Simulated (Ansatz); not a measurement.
Data:

BW:
```
CELL_PARAMETERS angstrom
      0.00000     2.21803     2.21803
      2.21803     0.00000     2.21803
      2.21803     2.21803     0.00000
ATOMIC_POSITIONS crystal
  B  0.00000 0.00000 0.00000
  W  0.50000 0.50000 0.50000
```

This is the PBEsol-relaxed structure.

Task: All from plane-wave PAW PBEsol (Ansatz code), unless another level is named. Give the electronic character.

Result: metallic (no gap).

Task: Give the formation energy from the elements (no fitted shifts).

Result: -0.17 eV/atom.

Task: Predict the density of states at the Fermi level.

Result: 0.51 states/eV per atom (mean over ±0.08 eV).

Space group Fm-3m (rock salt). The start of the workflow was typed in or built on a structure type; neither database checked (COD, Materials Project) lists it. COD files the formula under space group No. 141. Whether it is the stable phase at ambient conditions was not checked. Symmetry was held in the PBEsol relaxation; whether a distortion lowers the energy is not shown. The run is not spin-polarised. The volume moved by -19 % from the start of the relaxation. The references are the lowest solids computed at this level, not always the standard phases. Spin–orbit coupling is left out wherever it is not named.

Potentials: the earlier of the program's two PAW sets. The files were generated under PBE; for other functionals the program regenerates the frozen cores, and for LDA and PBEsol the local potential too.
